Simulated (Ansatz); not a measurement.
Q: Name crystals whose computed values (r²SCAN+D4 in the plane-wave PAW code Ansatz) fall in these windows: HSE06 gap (eV) 3.3 to 4.8; electron conductivity mass (mₑ) 0.26 to 0.32.

A: 

```
crystal                           HSE06 gap (eV)  electron conductivity mass (mₑ)
--------------------------------  --------------  -------------------------------
CdBr2, R-3m (Cd on 3a, Br on 6c)            4.03                             0.29
```
Others may fit too.

Standing as an ambient phase not checked: CdBr2, R-3m (Cd on 3a, Br on 6c). The cell was relaxed under the symmetry of its start. Spin–orbit coupling is left out wherever it is not named.

Potentials: the later of the program's two PAW sets.
